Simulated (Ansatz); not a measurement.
Task: AgI (rock salt, Fm-3m) is relaxed with the program Ansatz at the LDA level (PAW). What lattice parameters of the conventional cell result?

Result: a = 5.900 Å.

These are the values of the symmetrised cell.

Task: Is it a metal or does it have a gap at this level?

Result: A gap of 0.15 eV, indirect.

This is a known high-pressure phase of the composition, computed here at zero pressure and temperature. The cell was relaxed with LDA under the symmetry of its start; phonons on a q-mesh show weakly imaginary modes. The run is not spin-polarised. The volume moved by -16 % from the start of the relaxation. Spin–orbit coupling is left out wherever it is not named.

Potentials: the later of the program's two PAW sets.
